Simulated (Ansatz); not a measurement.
CF4:
Space group C2/c (No. 15); a = 8.327 Å, b = 4.213 Å, c = 8.275 Å, α = 90.00°, β = 119.87°, γ = 90.00°

| atom | site | symmetry | x | y | z |
|---|---|---|---|---|---|
| F | 8f | 1 | 0.1088 | 0.4973 | 0.3942 |
| C | 4e | 2 | 0.0000 | 0.3156 | 0.2500 |
| F | 8f | 1 | 0.1026 | 0.1343 | 0.2063 |
(The calculation used a cell of 10 atoms; values per cell refer to that cell.)

Relaxed with r²SCAN+D4. The program Ansatz at the r²SCAN+D4 level (PAW) gives a gap of 10.48 eV.

Problem. What gap does HSE06 give on the same cell (Ansatz, PAW)?

Solution. 11.98 eV, 1.50 eV more. The hybrid was solved on a coarser mesh and at special points; its gap is the smallest among all of these.

Cost on shared cores: the r²SCAN+D4 run (SCF on a 8×8×4 mesh, then bands and DOS) around 8 core-minutes (rough), the HSE06 run (SCF on 5×5×3, then a few points) around 6 core-minutes (rough); the tasks are unlike.

The workflow started from an entry of the Crystallography Open Database (COD). The cell was relaxed with r²SCAN+D4 under the symmetry of its start; its stability against distortions is not shown here. The substance is a gas or liquid at ambient conditions.

Potentials: the later of the program's two PAW sets.
